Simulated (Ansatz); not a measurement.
**SbP: from a first guess to the relaxed rocksalt type**

First guess:

```xyz
2
Lattice="0.0000 2.5298 2.5298 2.5298 0.0000 2.5298 2.5298 2.5298 0.0000" Properties=species:S:1:pos:R:3 pbc="T T T"
Sb    0.0000    0.0000    0.0000
P     2.5298    2.5298    2.5298
```

The calculation used DFT, PBE, PAW with Ansatz's default frozen-core files, scalar-relativistic in Ansatz 0.2.0.

Cell and atoms relax within the symmetry of the start on a 11×11×11 k mesh with 0.05 eV Fermi–Dirac smearing.

The start is built from a prototype, known or not as a phase of this compound; the cutoff is 420 eV.

No spin–orbit coupling, which matters for the heavy atoms here.

**Question.** What is the pressure of the first guess?

**Answer.** 47.6 GPa.

**Question.** What does it relax to?

**Answer.** a = 5.635 Å, b = 5.635 Å, c = 5.635 Å, α = 90.00°, β = 90.00°, γ = 90.00° (conventional cell), 22.37 Å³ per atom:
Space group Fm-3m (No. 225). a = 5.635 Å, b = 5.635 Å, c = 5.635 Å, α = 90.00°, β = 90.00°, γ = 90.00°
```
atom  site  symmetry       x       y       z
  Sb    4a      m-3m  0.0000  0.0000  0.0000
   P    4b      m-3m  0.5000  0.0000  0.0000
```

**Question.** How much energy does the relaxation release?

**Answer.** 687 meV/atom.
